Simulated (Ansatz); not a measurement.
Is this La2O structure a true minimum?

The cell was found from a proposed guess, not taken from experiment.

Level of theory: DFT PBE, scalar-relativistic, plane waves, PAW in Ansatz 0.2.0. Settings: cutoff 420 eV, Γ-centred mesh 12×12×2 on the computed 9-atom cell, Gaussian smearing of 0.10 eV; no spin polarisation.

The cell below (9 atoms, space group P-3m1 (No. 164)) is relaxed within its symmetry.

```
La O
1.0
     3.82580    0.00000    0.00000
    -1.91290    3.31324    0.00000
     0.00000    0.00000   19.10608
La O
6 3
Cartesian
  0.0000 2.2088 1.5037
  1.9129 1.1044 4.8019
  1.9129 1.1044 17.6023
  0.0000 2.2088 14.3042
  0.0000 2.2088 8.1125
  1.9129 1.1044 10.9936
  1.9129 1.1044 2.4816
  0.0000 2.2088 16.6245
  0.0000 0.0000 0.0000
```

For the test it was strained at random (σ = 1.5 % a component), the atoms were moved at random (σ = 0.10 Å), and all was relaxed again on a coarse 6×6×1 mesh (in the run’s order of axes) with 0.20 eV smearing, with no symmetry imposed.

Q: Is the structure stable against such a distortion?

A: It returns, within 1 meV/atom of the unmoved cell on that mesh and with the same symmetry when read at 0.1 Å (P1 at 0.01 Å, so small strains and shifts remain). So it is stable against the distortions that fit this cell and that this random move excites. Modes that don't fit the cell aren't tested.
